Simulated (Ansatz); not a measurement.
System: Pd (fcc type), 1 atom in the cell.

Theory: Ansatz, PBE, plane waves, PAW datasets (earlier set, tuned by hand).

Cutoff 600 eV; k-mesh 12×12×12 Γ-centred; Fermi–Dirac smearing of 0.1 eV; no spin polarisation.

```
Pd
1.0
     0.00000    1.97000    1.97000
     1.97000    0.00000    1.97000
     1.97000    1.97000    0.00000
Pd
1
Direct
  0.00000 0.00000 0.00000
```

(1) Is the cell under compression or tension, and by how much?

Results:

(1) The pressure is 0.46 GPa, so at these settings the cell is compressed and would expand.

The stress includes the program's correction for the finite plane-wave basis.

The k-mesh is modest, so these values aren't fully converged in k.
